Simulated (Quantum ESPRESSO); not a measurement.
**Kohn-Sham bands of Y₂C(NO)₂ (P-3m1)**

```
Y2C(NO)2
1.0
    3.69899     0.00000     0.00000
   -1.84949     3.20342     0.00000
    0.00000     0.00000     8.16886
Y C N O
2 1 2 2
Direct
  0.33333   0.66667   0.67752
  0.66667   0.33333   0.32248
  0.00000   0.00000   0.00000
  0.00000   0.00000   0.15015
  0.00000   0.00000   0.84985
  0.33333   0.66667   0.39666
  0.66667   0.33333   0.60334
```

Structure: Materials Project mp-546864, symmetrised, not relaxed again. Not found in the COD (Crystallography Open Database) copy used; not checked further. Computed values, not measurements, from PBEsol: Quantum ESPRESSO (norm-conserving PseudoDojo potentials, cutoff 68 Ry, spinors with spin-orbit coupling) on a Γ-centred 4×4×4 mesh, then Wannier90. Density: 12×12×4 mesh, cold smearing 0.01 Ry.

List the Kohn-Sham levels between −8 and 6.9 eV relative to the valence-band maximum at the high-symmetry points, as a band run of pw.x on that density gives them (levels within 2 meV counted together).


```csv
point,k (reciprocal lattice),levels (eV)
Γ,0.000 0.000 0.000,"-5.52 (×2), -4.58 (×2), -4.01 (×2), -4.00 (×2), -3.14 (×2), -3.11 (×2), -2.81 (×2), -2.21 (×2), -2.19 (×2), -0.70 (×2), -0.03 (×2), 0.00 (×2), 3.89 (×2), 5.21 (×2), 5.51 (×2), 5.52 (×2), 5.90 (×2), 5.98 (×2), 5.99 (×2), 6.45 (×2), 6.46 (×2)"
M,0.500 0.000 0.000,"-5.40 (×2), -5.03 (×2), -4.39 (×2), -4.14 (×2), -3.64 (×2), -2.46 (×2), -2.39 (×2), -1.54 (×2), -1.52 (×2), -1.08 (×2), -0.59 (×2), -0.34 (×2), 4.68 (×2), 5.15 (×2), 5.50 (×2), 6.09 (×2), 6.61 (×2), 6.71 (×2)"
K,0.333 0.333 0.000,"-5.34 (×2), -4.69 (×4), -4.26 (×2), -2.91 (×2), -2.89 (×2), -2.87 (×2), -1.58 (×2), -1.56 (×2), -0.81 (×2), -0.50 (×2), -0.50 (×2), 4.13 (×2), 5.40 (×2), 5.42 (×2), 5.66 (×2), 6.68 (×2), 6.69 (×2)"
A,0.000 0.000 0.500,"-5.57 (×2), -4.58 (×2), -4.10 (×2), -4.09 (×2), -2.70 (×2), -2.68 (×2), -2.65 (×2), -2.57 (×2), -2.56 (×2), -0.83 (×2), -0.05 (×2), -0.02 (×2), 4.07 (×2), 5.29 (×2), 5.52 (×2), 5.53 (×2), 6.16 (×2), 6.20 (×2), 6.38 (×2), 6.41 (×2), 6.70 (×2), 6.81 (×2)"
L,0.500 0.000 0.500,"-5.39 (×2), -5.20 (×2), -4.40 (×2), -4.12 (×2), -3.09 (×2), -2.56 (×2), -2.52 (×2), -1.82 (×2), -1.11 (×2), -1.06 (×2), -0.84 (×2), -0.54 (×2), 4.73 (×2), 5.59 (×2), 5.66 (×2), 5.97 (×2), 6.46 (×2), 6.87 (×2)"
H,0.333 0.333 0.500,"-5.32 (×2), -4.79 (×2), -4.79 (×2), -4.28 (×2), -2.90 (×2), -2.43 (×2), -2.42 (×2), -1.81 (×2), -1.79 (×2), -0.82 (×2), -0.74 (×2), -0.74 (×2), 4.19 (×2), 5.57 (×2), 5.69 (×2), 5.71 (×2)"
```
